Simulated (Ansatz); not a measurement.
Input and command of a plane-wave DFT calculation in Ansatz:

```yaml
crystal:
  lattice:
    - [5.5257818047, 0.0, 0.0]
    - [-2.7628909024, 4.7854674187, 0.0]
    - [0.0, 0.0, 2.9330191507]
  atoms:
    - { symbol: Sr, position: [0.3333333333, 0.6666666667, 0.5] }
    - { symbol: Sr, position: [0.6666666667, 0.3333333333, 0.5] }
    - { symbol: Re, position: [0.0, 0.0, 0.0] }
basis:
  ecutwfc: 420
kpoints:
  mp_grid: { grid: [12, 12, 16] }
hamiltonian:
  xc: pbe
scf:
  occupations: { method: gaussian, width: 0.1 }
output:
  forces: true
  stress: true
  eigenvalues: true
relax:
  adjacent_minimum: "off"
  f_tol: 0.01
  max_steps: 80
  cell: { stress_tol: 0.05 }
```

```bash
ansatz run input.yaml --threads 1 --pin off --max-ram 2560MiB --backend cpu --events-out ev --progress --plain --runs-dir out
```

Processor: Intel(R) Xeon(R) Platinum 8259CL CPU @ 2.50GHz (Skylake/Cascade Lake), 1 thread, on a host shared with other jobs.

**Question.** How long does it run, and how much memory does it take?

**Answer.** About 85 s on 1 thread of Intel(R) Xeon(R) Platinum 8259CL CPU @ 2.50GHz (Skylake/Cascade Lake), on a shared host, peak memory 0.58 GiB. It solves 22 bands at 171 k points (the mesh reduced by the symmetry that the task leaves, which can be less than the crystal's) with about 1527 plane waves (on the last cell), in 28 SCF iterations over 4 ionic steps.
